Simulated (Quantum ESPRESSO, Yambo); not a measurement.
LiF (rock salt, space group Fm-3m, No. 225) under isotropic strain of +1 % on all lattice vectors. The PBEsol cell relaxed from Materials Project entry mp-1138 was given an isotropic strain of +1 % on all lattice vectors, and the atoms were relaxed again. Chain: PBEsol (pw.x of Quantum ESPRESSO, ONCV potentials, without SOC); G0W0 in Yambo (8×8×8 Γ-centred k mesh, bands 2 to 65 and a 14 Ry block in the screening, 65 bands in G with the Bruneval-Gonze terminator, plasmon pole fitted at 27.2 eV); BSE (10×10×10 mesh, 3 valence and 1 conduction bands, static screening with 9 bands and a 4 Ry block, scissor 4.76 eV, Tamm-Dancoff).

| Quantity | Value |
|---|---|
| PBEsol gap (dense path) | 8.85 eV |
| PBEsol gap Γ → Γ on the GW mesh | 8.86 eV |
| PBEsol smallest direct gap on the GW mesh, at Γ | 8.86 eV |
| G0W0 direct gap at that point | 13.61 eV |
| G0W0 correction to the gap Γ → Γ | 4.76 eV |
| direct gap on the BSE mesh, with the scissor | 13.61 eV |
| first BSE state allowed for light along x | 11.28 eV |
| lowest BSE state | 11.28 eV |
| binding of the lowest exciton | 2.33 eV |
| RPA electronic dielectric constant along x | 1.96 (18×18×18 mesh, PBEsol bands) |

Rough cost of the Yambo steps against G0W0 for 6 states: BSE about 1/10, one RPA spectrum about 1/70.

Convergence of the G0W0 settings was not tested. The BSE states are vertical excitations (zero momentum). Convergence of the RPA response with its 18×18×18 mesh was not tested. Convergence of the binding with the mesh was not shown.
